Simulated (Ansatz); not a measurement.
KI:
```xyz
2
Lattice="0.0000 3.5912 3.5912 3.5912 0.0000 3.5912 3.5912 3.5912 0.0000" Properties=species:S:1:pos:R:3 pbc="T T T"
K      0.0000     0.0000     0.0000
I      3.5912     3.5912     3.5912
```

Relaxed with PBE.

Q: Tabulate the valence density and the electron localisation function along the shortest K–I contact (3.59 Å), plane-wave PAW PBE (Ansatz code).

A: 

| distance from K (Å) | density (e/Å³) | ELF |
|---|---|---|
| 0.36 | 3.97 | 0.79 |
| 0.54 | 2.93 | 0.87 |
| 0.72 | 1.64 | 0.88 |
| 0.90 | 0.73 | 0.81 |
| 1.08 | 0.29 | 0.57 |
| 1.26 | 0.12 | 0.16 |
| 1.44 | 0.07 | 0.04 |
| 1.62 | 0.06 | 0.05 |
| 1.80 | 0.08 | 0.25 |
| 1.98 | 0.12 | 0.63 |
| 2.15 | 0.20 | 0.78 |
| 2.33 | 0.34 | 0.78 |
| 2.51 | 0.56 | 0.71 |
| 2.69 | 0.89 | 0.64 |
| 2.87 | 1.75 | 0.56 |
| 3.05 | 5.67 | 0.37 |
| 3.23 | 12.21 | 0.19 |

The density is the valence pseudo-density with augmentation charge, so density and ELF within about 1 Å of a nucleus are not all-electron values.

Space group Fm-3m (rock salt). The PBE relaxation kept the symmetry of its start; phonons on a q-mesh show no instability. Spin–orbit coupling is left out wherever it is not named.

Potentials: the later of the program's two PAW sets.
